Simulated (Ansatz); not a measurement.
Input file for Ansatz (a program for electronic structure):

Ansatz 0.2 input:
```yaml
crystal:
  lattice:
    - [4.1771387297, 0.0, 0.0]
    - [-2.0885693648, 3.617508255, 0.0]
    - [0.0, 0.0, 16.882132575]
  atoms:
    - { symbol: Ge, position: [0.0, 0.0, 0.3390773242] }
    - { symbol: Ge, position: [0.0, 0.0, 0.6609226758] }
    - { symbol: Sb, position: [0.3333333333, 0.6666666667, 0.1172875391] }
    - { symbol: Sb, position: [0.6666666667, 0.3333333333, 0.8827124609] }
    - { symbol: Te, position: [0.0, 0.0, 0.0] }
    - { symbol: Te, position: [0.3333333333, 0.6666666667, 0.7795934066] }
    - { symbol: Te, position: [0.6666666667, 0.3333333333, 0.2204065934] }
    - { symbol: Te, position: [0.3333333333, 0.6666666667, 0.4221798] }
    - { symbol: Te, position: [0.6666666667, 0.3333333333, 0.5778202] }
kpoints:
  mp_grid: { grid: [11, 11, 3] }
hamiltonian:
  xc: lda
  pseudopotentials: { kind: paw }
scf:
  occupations: { method: fermi_dirac, width: 0.1 }
phonons:
  method: dfpt
  response_accuracy: low
  eigenvectors: true
  rigid_motions: translations
```

Output (shortened):

```
Pseudopotential: Ge, paw, valence charge 14
Pseudopotential: Sb, paw, valence charge 15
Pseudopotential: Te, paw, valence charge 16
Functional definition: SPW92
Crystal: 9 atoms, lattice volume = 255.103 Å³
Basis set: ecut = 420 eV, 4911 PW (Γ), exchange–correlation on 60×60×240 points (8 copies of the dense FFT grid, shifted against one another)
Bands: 83, of which v1, the nominal top of the filled ones, is band 69 counted from 1 (68 counted from 0)
Symmetry: 12 space group operations
k-points: 102 of 363 (irreducible under 2 space group operations, time reversal used)
SCF iter   1: F=—  HF=-55239.886037 eV  |F-HF|=—  |Δ(HF+E_count)|=         —  Δρ=5.49e-3  dr2=1.91e-1  ethr=1.77e-3  ⟨swp⟩=6.9  Hψ=33023  notcnv=0  defer=21
preconditioner: auto → Kerker (q_TF=auto, 2.463 Å⁻¹)
SCF iter   2: F=—  HF=-55239.863031 eV  |F-HF|=—  |Δ(HF+E_count)|=   2.30e-2  Δρ=3.14e-3  dr2=9.52e-2  ethr=1.38e-4  ⟨swp⟩=1.0  Hψ=9793  notcnv=0  defer=35
SCF iter   3: F=—  HF=-55239.853616 eV  |F-HF|=—  |Δ(HF+E_count)|=   9.42e-3  Δρ=7.88e-4  dr2=2.22e-2  ethr=6.90e-5  ⟨swp⟩=1.0  Hψ=8315  notcnv=0  defer=35
SCF iter   4: F=—  HF=-55239.852103 eV  |F-HF|=—  |Δ(HF+E_count)|=   1.51e-3  Δρ=4.86e-4  dr2=8.77e-3  ethr=1.61e-5  ⟨swp⟩=2.0  Hψ=9333  notcnv=0  defer=35
SCF iter   5: F=—  HF=-55239.851579 eV  |F-HF|=—  |Δ(HF+E_count)|=   5.24e-4  Δρ=2.70e-4  dr2=7.57e-4  ethr=6.35e-6  ⟨swp⟩=1.1  Hψ=8526  notcnv=0  defer=35
SCF iter   6: F=—  HF=-55239.851484 eV  |F-HF|=—  |Δ(HF+E_count)|=   9.52e-5  Δρ=1.71e-4  dr2=5.45e-4  ethr=5.48e-7  ⟨swp⟩=2.0  Hψ=13821  notcnv=0  defer=35
SCF iter   7: F=—  HF=-55239.851410 eV  |F-HF|=—  |Δ(HF+E_count)|=   7.38e-5  Δρ=4.91e-5  dr2=2.94e-5  ethr=3.95e-7  ⟨swp⟩=2.0  Hψ=9335  notcnv=0  defer=35
SCF iter   8: F=—  HF=-55239.851402 eV  |F-HF|=—  |Δ(HF+E_count)|=   8.01e-6  Δρ=3.07e-5  dr2=3.14e-6  ethr=2.13e-8  ⟨swp⟩=2.0  Hψ=10330  notcnv=0  defer=35
SCF iter  15: F=-55239.851281 eV  HF=-55239.851281 eV  |F-HF|=0.00e0  |Δ(HF+E_count)|=  2.91e-11  Δρ=2.73e-8  dr2=3.21e-12  ethr=1.00e-12  ⟨swp⟩=11.7  Hψ=42825  notcnv=0
SCF 1 converged in 15 iterations: F = -55239.851281 eV  dr2 = 3.21e-12
DFPT response loops at Γ: preconditioner auto → Kerker (q_TF=auto, 2.463 Å⁻¹) (partly filled bands, converged f_vac=0.005) …
SCF converged after 15 iterations
Free energy (F): -55239.851281 eV
Harris-Foulkes:  -55239.851281 eV  (|F-HF|=0.00e0)
Internal energy: -55239.802667 eV  (E = F + TS)
E sigma→0 (E₀):  -55239.826974 eV
Entropy (-TS):   -0.048613 eV (-5.401 meV/atom)
Fermi energy:    10.003406 eV
--- Per-component energies (eV) ---
  E_band       = -1851.036906
  E_kinetic    = 1549.083863
  E_local      = -13739.152306  (includes V_loc(G=0)·N_el)
  E_nonlocal   = 42.747798
  E_hartree    = 7332.512217
  E_xc         = -1048.052203
  E_vxc        = -852.175974  (∫ρ·V_xc dr)
  E_paw        = -35274.702785  (= ΣΔE_a)
  E_vpaw       = -3516.564203  (= ΣTr[D̂ρ^β])
  E_aug_tail   = -0.000437  (compensation charges beyond the density's cutoff)
  E_ewald      = -14110.566418
  E_core_change = 8.327605  (= ΣΔE_core)
  E_smearing   = -0.048613  (= −TS)
  E_closure    = 0.000000  (closes the sum)
  Σ components = -55239.851281   (vs F -55239.851281, Δ=0.00e0)
  [band-id]    e_kinetic+e_local+e_nonlocal+2·e_hartree+e_vxc+e_vpaw+e_augmentation_tail = -1851.036825   (vs E_band -1851.036906, Δ=8.07e-5)
--- Band table (eV; the first three rows and the last of 102) ---
  k-point 0: bands = ["-27.3442", "-27.3442", "-27.3442", "-27.3442", "-27.3418", "-27.3418", "-27.3375", "-27.3375", "-27.3375", "-27.3375", "-27.1512", "-27.1420", "-27.1420", "-27.1044", "-27.1044", "-26.9641", "-26.9641", "-26.9620", "-26.9620", …
  k-point 1: bands = ["-27.3442", "-27.3442", "-27.3442", "-27.3442", "-27.3418", "-27.3418", "-27.3375", "-27.3375", "-27.3375", "-27.3375", "-27.1512", "-27.1420", "-27.1420", "-27.1044", "-27.1044", "-26.9641", "-26.9641", "-26.9620", "-26.9620", …
  k-point 2: bands = ["-27.3443", "-27.3442", "-27.3442", "-27.3442", "-27.3417", "-27.3417", "-27.3375", "-27.3375", "-27.3373", "-27.3373", "-27.1511", "-27.1420", "-27.1420", "-27.1044", "-27.1042", "-26.9640", "-26.9639", "-26.9620", "-26.9618", …
  k-point 101: bands = ["-27.3446", "-27.3446", "-27.3442", "-27.3442", "-27.3407", "-27.3407", "-27.3371", "-27.3371", "-27.3358", "-27.3358", "-27.1502", "-27.1426", "-27.1423", "-27.1040", "-27.1026", "-26.9635", "-26.9626", "-26.9611", "-26.9596", …
--- Phonons (Γ-DFPT): 10 representative perturbations + reference, on 102 of 363 k-points (Σ response iterations 32) ---
  ASR residual: 1.377e-3 → 0.000e0 eV/Å²; symmetrization residual: 9.793e-4 eV/Å²
  ASR residual per site (eV/Å²): 4.87e-4 4.87e-4 1.24e-3 1.24e-3 1.38e-3 1.17e-3 1.17e-3 1.40e-4 1.40e-4
  Γ frequencies (cm⁻¹): 0.00 0.00 0.00 38.26 38.26 41.45 41.45 52.95 55.33 60.18 60.18 82.29 93.89 93.89 98.54 98.54 103.77 103.77 114.79 145.48 145.48 147.11 147.11 150.74 161.53 180.75 183.12
  non-analytic LO–TO correction: not included (Born effective charges unavailable; polar crystals: no LO–TO splitting at Γ)
```

Cost: around 40 core-minutes (rough) on shared cores.

Space group P-3m1. Symmetry was held in the LDA relaxation. A crystal of weakly bound layers computed without a dispersion correction: the cell and the soft elastic constants depend strongly on that. A small band overlap can be real or an error of a semilocal functional. As this level gives no gap, phonon frequencies hold no LO–TO term and depend on the k-mesh and smearing (Fermi–Dirac, 0.1 eV here). Spin–orbit coupling is left out wherever it is not named.

Potentials: the later of the program's two PAW sets.

Ansatz is a plane-wave DFT program.
